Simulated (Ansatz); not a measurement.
# Magnetic states of Fe2B

```yaml
crystal:
  lattice:
    - [-2.54950, 2.54950, 2.12000]
    - [2.54950, -2.54950, 2.12000]
    - [2.54950, 2.54950, -2.12000]
  atoms:
    - { symbol: Fe, position: [0.16700, 0.66700, 0.83400] }
    - { symbol: Fe, position: [0.33300, 0.16700, 0.50000] }
    - { symbol: Fe, position: [0.83300, 0.33300, 0.16600] }
    - { symbol: Fe, position: [0.66700, 0.83300, 0.50000] }
    - { symbol: B, position: [0.75000, 0.75000, 0.00000] }
    - { symbol: B, position: [0.25000, 0.25000, 0.00000] }
```

Computed with plane-wave PAW DFT (Ansatz 0.2.0): r2SCAN, 500 eV cutoff, 7×7×7 Γ-centred mesh, fermi-dirac occupations of width 0.050 eV. The atoms are fixed and numbered as listed; spin is collinear, without spin-orbit coupling.

Different starts of the self-consistent cycle ended in different solutions. Their moments in μB:

```csv
state,Fe1,Fe2,Fe3,Fe4,other atoms together,size of the net moment a cell
A,2.47,2.47,2.47,2.47,-0.36,9.37
B,0.00,0.00,0.00,0.00,0.00,0.00
C,2.15,-2.15,2.15,-2.15,0.00,0.00
D,2.05,2.05,-2.05,-2.05,0.00,0.00
```

Site moments are taken in small spheres that don't touch (radius about 0.4 of the atom's shortest bond), so those of the magnetic atoms read low, and they needn't add up to the net moment. State B was run without spin polarisation.

Which state has the lowest energy at zero smearing, and how far up are the others?

State A (parallel moments) is lowest; C (antiparallel, compensated) lies 179 meV above it, D (antiparallel, compensated) lies 277 meV above it, B (without moments) lies 483 meV above it, all counted an atom of the cell.

Which states have a gap on the mesh, and what pressure does each exert on this cell?

A: no gap, -0.6 GPa; B: no gap, -26.1 GPa; C: no gap, -2.4 GPa; D: no gap, -3.6 GPa (positive in compression). Moments take up room: without them the pressure is lower, so that state wants a smaller cell.

What does magnetism gain here?

483 meV an atom of the cell, or 725 meV for each Fe atom, against state B, which has none. In a metal like this the level decides whether moments form at all, so this is no ordering energy.

Of 3 runs begun from atoms with typed moments, each in a different pattern, 1 ended in state A: one start isn't enough to call a state the ground state.

The cell is that of a Crystallography Open Database entry, unchanged. Note on the entry: the entry's cell lengths or inner coordinates differ somewhat from later room-temperature determinations.

Caveats: only orders that fit this cell and collinear spins were tried, so the true order may need a larger cell or canted moments; atoms and cell are not relaxed, and each state would relax in its own way; r2SCAN overestimates the moments and magnetic energies of itinerant metals, and can make a paramagnetic metal magnetic; the k mesh is coarse, so differences of a few meV are uncertain where a state is a metal; one start a pattern, so a lower state of the same pattern may exist.
